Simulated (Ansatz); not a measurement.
GeMo (rock salt, Fm-3m) under volume change, the program Ansatz at the r²SCAN level (PAW), scaled uniformly.

| V (Å³/atom) | E − E(relaxed) (meV/atom) | P (GPa) |
|---|---|---|
| 15.198 | 84.6 | 19.62 |
| 15.699 | 35.5 | 12.00 |
| 16.200 | 8.4 | 5.51 |
| 16.701 | 0.0 | 0.00 |
| 17.202 | 7.5 | -4.69 |
| 17.703 | 28.6 | -8.67 |
| 18.204 | 61.1 | -12.05 |

Q: What does a third-order Birch–Murnaghan fit give for V₀, B₀ and B′?

A: V₀ = 16.70 Å³/atom, B₀ = 169 GPa, B′ = 4.4.

A made-up cell: these elements were put on the sites of a structure type; neither database checked (COD, Materials Project) lists it. Its standing as an ambient phase is unchecked. The r²SCAN relaxation kept the symmetry of its start. At this level the phase is mechanically unstable. No spin polarisation was allowed.

Potentials: the later of the program's two PAW sets.
